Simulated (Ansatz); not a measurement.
Rb (bcc (W type)), relaxed and computed with several functionals in Ansatz (plane waves, PAW).

```tsv
functional	a (Å)
PBEsol	5.573
r²SCAN	5.747
LDA	5.371
r²SCAN+D4	5.723
PBE	5.671
PBE+D3(BJ)	5.558
```

All cells were relaxed under the symmetry of their starts (and spin orders); stability against distortions was not tested throughout. Spin–orbit coupling is left out wherever it is not named.

Potentials: the later of the program's two PAW sets.

Ansatz (an electronic-structure program) is a plane-wave DFT program.
